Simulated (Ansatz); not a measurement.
An Ansatz input:

```yaml
crystal:
  lattice:
    - [0.0, 1.9954951403, 1.9954951403]
    - [1.9954951403, 0.0, 1.9954951403]
    - [1.9954951403, 1.9954951403, 0.0]
  atoms:
    - { symbol: Zn, position: [0.0, 0.0, 0.0] }
hamiltonian:
  xc: pbesol
  pseudopotentials:
    kind: paw
    azcp:
      Zn: "pseudopotentials/Zn.paw.azcp"
basis:
  ecutwfc: 420
  fft_grid_basis: typed
kpoints:
  mp_grid: { grid: [16, 16, 16], shift: [0, 0, 0] }
magnetization:
  spin_polarized: false
scf:
  occupations: { method: fermi_dirac, width: 0.1 }
  lower_state_search: "off"
output:
  stress: true
  write_density: true
  write_potential: true
  elf: true
  volumetric_format: npy
```

and its output:

```
Warning: the record states the generating functional pbe (its physics header spells it `PBE`), which answers neither for hamiltonian.xc's functional nor for the pbesol family's — results may be inconsistent (PPs are generated against a specific XC)
Engine: ansatz 0.2.0, x86_64-unknown-linux-gnu
Pseudopotentials: kind: paw
Pseudopotential: Zn, paw, valence charge 12, recommended cutoff 420 eV (normal) 
Functional definition: PBEsol
  exchange = pbesol_x
  correlation = pbesol_c
Crystal: 1 atoms, lattice volume = 15.892 Å³
Basis set: ecut = 420 eV, 331 PW (Γ)
Bands: 10, of which v1, the nominal top of the filled ones, is band 6 counted from 1 (5 counted from 0)
Symmetry: 48 space group operations
Space group: Fm-3m (ITA 225), of the structure as read, at distance tolerance 2.5e-5 Å
k-points: 145 of 4096
Non-local potential: Zn, projectors of the file, l = 0: 2, l = 1: 2, l = 2: 3, l = 3: 1
PAW form: soft (Blöchl's): semilocal exchange-correlation on the pseudo side does not see the compensation charge
PAW frozen core: Zn, regenerated for the run's functional, and the local potential with it (the file was generated under x = pbe(κ = 0.804, μ = 0.2195149727645171), c = pbe(β = 0.06672455060314922))
PAW one-centre angular grid: Zn, 590 points (default); XC on 64 Gauss nodes
Initial density: superposition of atomic densities (neutral atoms: chi_scale 0, normalization atom), corrected by the library's trained network
Initial wavefunctions: pseudopotential atomic-orbital guess
Functional: x = pbesol(κ = 0.804, μ = 0.12345679012345678), c = pbesol(β = 0.046)
SCF iter   1: F=—  HF=-3280.835591 eV  |F-HF|=—  |Δ(HF+E_count)|=         —  Δρ=2.69e-3  dr2=4.77e-4  ethr=1.77e-3  ⟨swp⟩=4.7  Hψ=9250  notcnv=0
SCF iter   2: F=—  HF=-3280.834913 eV  |F-HF|=—  |Δ(HF+E_count)|=   6.77e-4  Δρ=4.75e-4  dr2=1.02e-5  ethr=3.98e-6  ⟨swp⟩=2.0  Hψ=3471  notcnv=0
SCF iter   3: F=—  HF=-3280.834922 eV  |F-HF|=—  |Δ(HF+E_count)|=   8.88e-6  Δρ=5.23e-4  dr2=1.65e-5  ethr=8.50e-8  ⟨swp⟩=2.0  Hψ=2309  notcnv=0
SCF iter   4: F=—  HF=-3280.834930 eV  |F-HF|=—  |Δ(HF+E_count)|=   7.67e-6  Δρ=3.52e-4  dr2=1.13e-5  ethr=8.50e-8  ⟨swp⟩=2.0  Hψ=2323  notcnv=0
SCF iter   5: F=—  HF=-3280.834927 eV  |F-HF|=—  |Δ(HF+E_count)|=   3.03e-6  Δρ=1.83e-4  dr2=3.07e-6  ethr=8.50e-8  ⟨swp⟩=2.0  Hψ=2117  notcnv=0
SCF iter   6: F=—  HF=-3280.834926 eV  |F-HF|=—  |Δ(HF+E_count)|=   1.03e-6  Δρ=4.23e-5  dr2=1.62e-7  ethr=2.56e-8  ⟨swp⟩=2.6  Hψ=2344  notcnv=0
SCF iter   7: F=-3280.834926 eV  HF=-3280.834926 eV  |F-HF|=3.07e-9  |Δ(HF+E_count)|=   5.34e-8  Δρ=5.74e-6  dr2=2.92e-9  ethr=8.33e-10  ⟨swp⟩=7.6  Hψ=7799  notcnv=0
SCF 1 converged in 7 iterations: F = -3280.834926 eV  dr2 = 2.92e-9
SCF converged after 7 iterations
Free energy (F): -3280.834926 eV
Harris-Foulkes:  -3280.834926 eV  (|F-HF|=3.07e-9)
Internal energy: -3280.821430 eV  (E = F + TS)
E sigma→0 (E₀):  -3280.828178 eV
Entropy (-TS):   -0.013495 eV (-13.495 meV/atom)
Fermi energy:    10.175329 eV
--- Per-component energies (eV) ---
  E_band       = 41.023520
  E_kinetic    = 130.618126
  E_local      = -1561.385451  (includes V_loc(G=0)·N_el)
  E_nonlocal   = 612.389692
  E_hartree    = 652.014039
  E_xc         = -135.786137
  E_vxc        = -52.590069  (∫ρ·V_xc dr)
  E_paw        = -1788.419000  (= ΣΔE_a)
  E_vpaw       = -392.033743  (= ΣTr[D̂ρ^β])
  E_aug_tail   = -0.000307  (compensation charges beyond the density's cutoff)
  E_ewald      = -1191.049748
  E_core_change = 0.797355  (= ΣΔE_core)
  E_smearing   = -0.013495  (= −TS)
  E_closure    = 0.000000  (closes the sum)
  Σ components = -3280.834926   (vs F -3280.834926, Δ=0.00e0)
--- Stress (GPa, compression-positive) ---
       -7.436023      -0.000000      -0.000000
       -0.000000      -7.436023       0.000000
       -0.000000       0.000000      -7.436023
  P = ⅓ Tr σ = -7.4360 GPa (-74.360 kbar)
--- Band table (eV; the first three rows and the last of 145) ---
  k-point 0: bands = ["0.1769", "2.7257", "2.7257", "2.7257", "3.0769", "3.0769", "27.7179", "27.7179", "27.7179", "28.4030"]
  k-point 1: bands = ["0.2910", "2.7169", "2.7382", "2.7382", "3.0734", "3.0734", "25.7705", "27.3601", "27.3601", "28.1890"]
  k-point 2: bands = ["0.6266", "2.6996", "2.7690", "2.7690", "3.0684", "3.0684", "22.8442", "26.6999", "26.6999", "28.0646"]
  k-point 144: bands = ["2.4204", "2.6417", "2.6417", "3.0999", "3.4062", "12.3912", "12.3912", "12.9907", "14.1406", "30.9932"]
```
